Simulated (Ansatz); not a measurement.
# TlPd3: strain energy, fitted

TlPd3, I4/mmm, a = 4.130 Å, c = 7.550 Å. The structure is a COD entry; whether it is the stable form wasn't checked. Ansatz: PBEsol, PAW, 420 eV, Γ-centred 10×10×6 mesh on 8 atoms, Gaussian smearing 0.10 eV; no spin polarisation. Series: equal strain along all axes, cell held, atoms fixed by symmetry; x is the strain in per cent. y is the free energy over the unstrained cell, V0 = 16.096 Å³/atom.

| x (%) | y (meV/atom) |
| --- | --- |
| -3.0 | 77.20 |
| -2.0 | 32.78 |
| -1.0 | 7.84 |
| 0.0 | 0.00 |
| 1.0 | ? |
| 2.0 | 27.29 |
| 3.0 | 58.78 |

Q: Fit y = c2 x² + c3 x³ to the other rows, turn c2 into a modulus, and predict the missing energy.

A: Least squares on the rows shown. y = 7.5467 x² − 0.34124 x³. In eV per unit strain² c2 is 75.47; the stiffness is B for this strain (E = 9/2 B V0 ε², shape held): 2 × 75.47 × 160.2 / (9 × 16.096) = 167 GPa. At x = 1.0 the fit asked for gives 7.21 meV/atom. The run gave 7.12 meV/atom, so the fit is 0.09 meV/atom too high, within the rms miss on the fitted rows (0.11 meV/atom).

Spin–orbit coupling is left out, which can shift energies with elements as heavy as these.

Cost: 7 runs of about 5.9 core-minutes in all, on Arm Neoverse V2 (shared hosts).